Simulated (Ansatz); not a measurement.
All numbers below come from Ansatz, DFT PBE, scalar-relativistic, plane waves, PAW. The final run on the 7-atom cell used 420 eV, a Γ-centred 12×10×6 mesh, 0.10 eV smearing and no spin polarisation.

Formation energies are uncorrected and count from the elements' standard states at the same level.

Q: Propose a candidate for an orthorhombic metal that holds Zn and 2 more elements, with a formation energy near −1.08 eV/atom and a density near 5.31 g/cm³, in a cell of 7 atoms.

A: MgZn3O3, space group Pmmm (No. 47). Around Mg lie 2 O at 1.92 Å, 4 O at 2.56 Å and 4 Zn at 2.85 Å; Zn on a site of symmetry mm2 is surrounded by 2 O at 2.06 Å, 2 O at 2.49 Å, 5 Zn at 2.75–2.91 Å and 2 Mg at 2.85 Å; around Zn on a site of symmetry mmm lie 4 O at 2.08 Å; O on a site of symmetry mm2 has 1 Mg at 1.92 Å and 4 Zn at 2.06–2.08 Å; 1 more site not described.

```cif
data_structure
_symmetry_space_group_name_H-M 'Pmmm'
_symmetry_Int_Tables_number 47
_cell_length_a 3.0405
_cell_length_b 4.1271
_cell_length_c 6.6868
_cell_angle_alpha 90.000
_cell_angle_beta 90.000
_cell_angle_gamma 90.000
_cell_volume 83.91
loop_
_atom_site_label
_atom_site_type_symbol
_atom_site_symmetry_multiplicity
_atom_site_Wyckoff_symbol
_atom_site_fract_x
_atom_site_fract_y
_atom_site_fract_z
_atom_site_occupancy
Mg1 Mg 1 b 0.50000 0.00000 0.00000 1
Zn1 Zn 2 t 0.50000 0.50000 0.29441 1
Zn2 Zn 1 c 0.00000 0.00000 0.50000 1
O1 O 2 s 0.50000 0.00000 0.28748 1
O2 O 1 e 0.00000 0.50000 0.00000 1
```

* Volume per atom: 11.99 Å³
* Density: 5.31 g/cm³
* Formation energy: −1.08 eV/atom
* Gap on the 12×10×6 mesh of the 7-atom cell: 0 eV (a metal)

The structure comes from a generated guess, relaxed at this level; another structure or a mixture of phases may lie lower. Other answers may fit too; this one was computed.

A structure relaxed within its symmetry needn't be a true minimum.
